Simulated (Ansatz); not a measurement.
Input:

HfCo7:
```
CELL_PARAMETERS angstrom
      5.03955     0.00000     0.00000
      0.00000     5.03955     0.00000
      0.00000     0.00000     3.49305
ATOMIC_POSITIONS crystal
  Hf 0.50000 0.50000 0.50000
  Co 0.00000 0.00000 0.50000
  Co 0.23033 0.23033 0.00000
  Co 0.76967 0.76967 0.00000
  Co 0.76967 0.23033 0.00000
  Co 0.23033 0.76967 0.00000
  Co 0.00000 0.50000 0.50000
  Co 0.50000 0.00000 0.50000
```

This is the PBEsol-relaxed structure.

**Question.** All from PBEsol in the plane-wave PAW code Ansatz, unless another level is named. Predict the density of states at the Fermi level.

**Answer.** 2.0 states/eV per atom (mean over ±0.08 eV).

**Question.** And the formation energy from the elements (no fitted shifts)?

**Answer.** 0.028 eV/atom.

Space group P4/mmm. The workflow started from a Materials Project entry (that database holds measured and hypothetical structures alike); the Crystallography Open Database copy checked does not list it. Its standing as an ambient phase is unchecked. The PBEsol relaxation kept the symmetry of its start; its stability against distortions is not shown here. No spin polarisation was allowed. The program gave a warning on the electronic state, which may not be the lowest. The references are the lowest solids computed at this level, not always the standard phases. Spin–orbit coupling is left out wherever it is not named.

Potentials: the later of the program's two PAW sets.
